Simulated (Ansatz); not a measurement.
SrCl$_{2}$:
```xyz
3
Lattice="0.0000 3.5205 3.5205 3.5205 0.0000 3.5205 3.5205 3.5205 0.0000" Properties=species:S:1:pos:R:3 pbc="T T T"
Sr     0.0000     0.0000     0.0000
Cl     1.7602     1.7602     1.7602
Cl     5.2807     5.2807     5.2807
```

The program Ansatz at the PBE level (PAW) gives a gap of 5.24 eV without spin–orbit coupling, maximum at X, minimum at Γ.

What happens when spin–orbit coupling is switched on?

The gap stays essentially unchanged, to 5.24 eV; maximum at X, minimum at Γ.

Give the electron effective mass with spin–orbit coupling.

0.38 mₑ (isotropic).

Give the hole effective mass with spin–orbit coupling.

0.45, 4.1, 4.1 mₑ (principal values).

Space group Fm-3m (fluorite). Symmetry was held in the PBE relaxation; phonons on a q-mesh show no instability.

Potentials: the later of the program's two PAW sets.
